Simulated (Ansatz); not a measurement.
Input and command of a plane-wave DFT calculation in Ansatz:

```yaml
crystal:
  lattice:
    - [2.886, 0.0, 0.0]
    - [0.0, 2.886, 0.0]
    - [0.0, 0.0, 2.886]
  atoms:
    - { symbol: Ga, position: [0.0, 0.0, 0.0] }
    - { symbol: Ni, position: [0.5, 0.5, 0.4653499653] }
basis:
  ecutwfc: 500
kpoints:
  mp_grid: { grid: [16, 16, 16] }
hamiltonian:
  xc: r2scan
scf:
  occupations: { method: gaussian, width: 0.15 }
output:
  forces: true
  stress: true
  eigenvalues: true
  write_density: true
  write_potential: true
  elf: true
  volumetric_format: npy
```

```bash
ansatz run input.yaml --threads 1 --pin off --max-ram 2560MiB --backend cpu --events-out ev --progress --plain --runs-dir out
```

Processor: Intel(R) Xeon(R) 6975P-C (Granite Rapids), 1 thread, on a host shared with other jobs.

Task: How long does it run, and how much memory does it take?

Result: About 25 s on 1 thread of Intel(R) Xeon(R) 6975P-C (Granite Rapids), with other jobs on the host, peak memory 0.63 GiB. It solves 20 bands at 405 k points (the mesh reduced by symmetry) with about 619 plane waves, in 9 SCF iterations.
